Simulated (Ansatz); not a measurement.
Calculated with Ansatz: Rb3ScCl6, relaxation

The input file (Ansatz 0.2.0, plane waves):

```yaml
crystal:
  lattice:
    - [0.0, 5.371968, 5.371968]
    - [5.371968, 0.0, 5.371968]
    - [5.371968, 5.371968, 0.0]
  atoms:
    - { symbol: Rb, position: [0.25, 0.25, 0.25] }
    - { symbol: Rb, position: [0.75, 0.75, 0.75] }
    - { symbol: Rb, position: [0.5, 0.5, 0.5] }
    - { symbol: Cl, position: [0.2299, 0.7701, 0.7701] }
    - { symbol: Cl, position: [0.7701, 0.2299, 0.7701] }
    - { symbol: Cl, position: [0.7701, 0.2299, 0.2299] }
    - { symbol: Cl, position: [0.2299, 0.7701, 0.2299] }
    - { symbol: Cl, position: [0.7701, 0.7701, 0.2299] }
    - { symbol: Cl, position: [0.2299, 0.2299, 0.7701] }
    - { symbol: Sc, position: [0.0, 0.0, 0.0] }
  symmetry: { tolerance: 0.0003 }
kpoints:
  mp_grid: { grid: [4, 4, 4], shift: [0, 0, 0] }
magnetization:
  spin_polarized: false
scf:
  occupations: { method: gaussian, width: 0.0168 }
  lower_state_search: "off"
hamiltonian:
  pseudopotentials: { kind: paw }
  xc: lda
basis:
  ecutwfc: 420
  fft_grid_basis: typed
relax:
  max_steps: 80
  cell: { p_target: 0.0 }
output:
  forces: true
  stress: true
  eigenvalues: true
  bader: true
  populations: true
  elf: true
  write_potential: true
  volumetric_format: npy
  dos:
    e_range: [-12, 8]
    de: 0.05
    projected: { site_lists: { Cl: [Cl], Rb: [Rb], Sc: [Sc] } }
  write_density: true
checkpoint:
  read: saved_state
```

Launch command:

```bash
ansatz run input.yaml --threads 2 --pin off --max-ram 2560MiB --backend cpu --events-out ev --progress --plain --runs-dir out
```

Origin of the cell: a database entry, scaled a little.

The saved state is a converged single point of the same cell.

Steps («new basis» is an SCF on plane waves selected anew at the same cell):

```csv
step,ΔF (meV/atom),max force component (eV/Å),P (GPa),volume (Å³),SCF iterations,step was
1,0.0,0.492,-0.67,310.05,5,accepted
2,-4.3,0.265,0.20,311.07,6,accepted
3,-5.9,0.011,-0.09,309.99,5,accepted
4,-5.9,0.003,-0.04,309.46,5,accepted
5,-5.9,0.003,-0.04,309.46,4,new basis
```

Step 1, with forces in eV/Å:

```xyz
10
Lattice="0.000 5.372 5.372 5.372 0.000 5.372 5.372 5.372 0.000" Properties=species:S:1:pos:R:3:forces:R:3 pbc="T T T" step=1
Rb    2.686    2.686    2.686    0.000    0.000    0.000
Rb    8.058    8.058    8.058    0.000    0.000    0.000
Rb    5.372    5.372    5.372    0.000    0.000    0.000
Cl    8.274    5.372    5.372    0.492    0.000    0.000
Cl    5.372    8.274    5.372    0.000    0.492    0.000
Cl    2.470    5.372    5.372   -0.492    0.000    0.000
Cl    5.372    2.470    5.372    0.000   -0.492    0.000
Cl    5.372    5.372    8.274    0.000    0.000    0.492
Cl    5.372    5.372    2.470    0.000    0.000   -0.492
Sc    0.000    0.000    0.000    0.000    0.000    0.000
```

Step 2, with forces in eV/Å:

```xyz
10
Lattice="0.000 5.378 5.378 5.378 0.000 5.378 5.378 5.378 0.000" Properties=species:S:1:pos:R:3:forces:R:3 pbc="T T T" step=2
Rb    2.689    2.689    2.689    0.000    0.000    0.000
Rb    8.067    8.067    8.067    0.000    0.000    0.000
Rb    5.378    5.378    5.378    0.000    0.000    0.000
Cl    8.344    5.378    5.378   -0.265    0.000    0.000
Cl    5.378    8.344    5.378    0.000   -0.265    0.000
Cl    2.412    5.378    5.378    0.265    0.000    0.000
Cl    5.378    2.412    5.378    0.000    0.265    0.000
Cl    5.378    5.378    8.344    0.000    0.000   -0.265
Cl    5.378    5.378    2.412    0.000    0.000    0.265
Sc    0.000    0.000    0.000    0.000    0.000    0.000
```

Step 5, with forces in eV/Å:

```xyz
10
Lattice="0.000 5.369 5.369 5.369 0.000 5.369 5.369 5.369 0.000" Properties=species:S:1:pos:R:3:forces:R:3 pbc="T T T" step=5
Rb    2.684    2.684    2.684    0.000    0.000    0.000
Rb    8.053    8.053    8.053    0.000    0.000    0.000
Rb    5.369    5.369    5.369    0.000    0.000    0.000
Cl    8.307    5.369    5.369    0.003    0.000    0.000
Cl    5.369    8.307    5.369    0.000    0.003    0.000
Cl    2.430    5.369    5.369   -0.003    0.000    0.000
Cl    5.369    2.430    5.369    0.000   -0.003    0.000
Cl    5.369    5.369    8.307    0.000    0.000    0.003
Cl    5.369    5.369    2.430    0.000    0.000   -0.003
Sc    0.000    0.000    0.000    0.000    0.000    0.000
```

- Free energy lowered by: 5.9 meV/atom
- Volume change: -0.19 %
- Final pressure: -0.04 GPa
- Relaxation steps listed: 5
- Formation energy (elements under the same functional, gases as molecules, uncorrected): -2.204 eV/atom

Caveats: the relaxation held the start's symmetry, so the end may be a saddle point.

It ran for 78 s on 2 threads of Arm Neoverse N1, on a shared host, peak memory 0.6 GiB, from a saved density.
